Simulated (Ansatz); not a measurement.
The start is a relaxed C cell, doubled along one cell vector, shaken by Gaussian noise of σ = 0.08 Å a coordinate. Cell shape, volume and atoms are optimised at zero target pressure with PBE (plane waves to 420 eV, PAW, scalar-relativistic; Ansatz, an electronic-structure program). First-step values are on the input's coarse k-mesh.

Ansatz input (later rounds restart from its end on a renewed k-mesh):
Ansatz 0.2 input:
```yaml
crystal:
  lattice:
    - [0, 1.7858106475, 1.7858106475]
    - [1.7858106475, 0, 1.7858106475]
    - [3.571621295, 3.571621295, 0]
  atoms:
    - { symbol: C, position: [0.4305136521, 0.4690250475, 0.2646398214] }
    - { symbol: C, position: [0.4306988731, 0.561992411, 0.7371417818] }
    - { symbol: C, position: [0.7952823469, 0.7341168381, 0.3697076233] }
    - { symbol: C, position: [0.6990963144, 0.8093067834, 0.8907453029] }
basis: { ecutwfc: 420, ecutrho_ratio: 4, xc_grid: 2, fft_grid_basis: typed }
kpoints: { mp_grid: { grid: [11, 11, 6] } }
hamiltonian:
  xc: pbe
  dispersion: none
  pseudopotentials: { azcp: { folder: ./paw }, kind: paw }
scf: { occupations: { method: fermi_dirac, width: 0.05 } }
relax: { f_tol: 0.01, max_steps: 100, cell: { stress_tol: 0.02 } }
output: { forces: true, stress: true }
```

```yaml
initial_pressure: "+16.4 GPa (positive: the cell is compressed)"
largest_initial_force: 11.89 eV/Å, on C3 (atoms numbered as listed)
relative_to_the_parent: The parent structure is recovered, Fd-3m (No. 227)
band_gap_at_the_end: 4.13 eV, indirect (valence top at Γ, conduction bottom at 71 % of the way from Γ to X) (no spin-orbit coupling)
optimiser_moves: 5
```

It ends as:

Space group Fd-3m, origin choice 1 (No. 227); a = b = c = 3.572 Å, α = β = γ = 90.00°

```csv
atom,site,symmetry,x,y,z
C,8b,-43m,0.5000,0.5000,0.5000
```
(The calculation used a cell of 2 atoms; values per cell refer to that cell.)

Final values are on a 16×16×16 k-mesh of the relaxed cell. No spin polarisation in the result.
